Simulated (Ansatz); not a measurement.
Relaxed AlN (zinc blende):

```yaml
crystal:
  lattice:
    - [0.00000, 2.18491, 2.18491]
    - [2.18491, 0.00000, 2.18491]
    - [2.18491, 2.18491, 0.00000]
  atoms:
    - { symbol: N, position: [0.75000, 0.75000, 0.75000] }
    - { symbol: Al, position: [0.00000, 0.00000, 0.00000] }
```

Method: r2SCAN (plane waves to 500 eV, PAW, scalar-relativistic; Ansatz, a first-principles code). k mesh 10×10×10 (Γ-centred), Fermi-Dirac smearing 0.05 eV. AlN was relaxed with its symmetry unable to fall.

One atom of the cell was then moved (with its periodic images), all else fixed, and the forces (eV/Å) came out as:

```json
[
 {"atom": "N1", "Fx": "0.000", "Fy": "0.000", "Fz": "-1.128"},
 {"atom": "Al2", "Fx": "0.000", "Fy": "0.000", "Fz": "1.128"}
]
```

With two atoms only their relative shift counts; take N1 as fixed.

Which atom was moved, and by which vector (Å)?

Al2, by (0.00, 0.00, -0.08), 0.08 Å in all.

(For displaced atoms, the force is minus the slope of the energy, and its curvature is a force constant, which sets phonon frequencies.)
